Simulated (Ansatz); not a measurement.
SiMo2C:
```
SiMo2C
1.0
    3.10607     0.00000     0.00000
   -1.55304     2.68994     0.00000
    0.00000     0.00000    12.26098
Si Mo C
2 4 2
Direct
  0.66667   0.33333   0.25000
  0.33333   0.66667   0.75000
  0.66667   0.33333   0.90652
  0.33333   0.66667   0.09348
  0.33333   0.66667   0.40652
  0.66667   0.33333   0.59348
  0.00000   0.00000   0.00000
  0.00000   0.00000   0.50000
```

This is the r²SCAN-relaxed structure. Tensor components refer to the Cartesian frame of this cell.

Question: All from the program Ansatz at the r²SCAN level (PAW), unless another level is named. Predict the Hill bulk and shear moduli.

Answer: 236 and 94.1 GPa.

Question: And the elastic constants (relaxed ions, GPa)?

Answer: C11 = 320, C12 = 155, C13 = 211, C33 = 348, C44 = 142.

Space group P6_3/mmc. The start of the workflow was typed in or built on a structure type; neither database checked (COD, Materials Project) lists it. Its standing as an ambient phase is unchecked. Symmetry was held in the r²SCAN relaxation; its stability against distortions is not shown here. The run is not spin-polarised. As this level gives no gap, shear constants depend on the k-mesh and smearing (Fermi–Dirac, 0.1 eV here).

Potentials: the later of the program's two PAW sets.
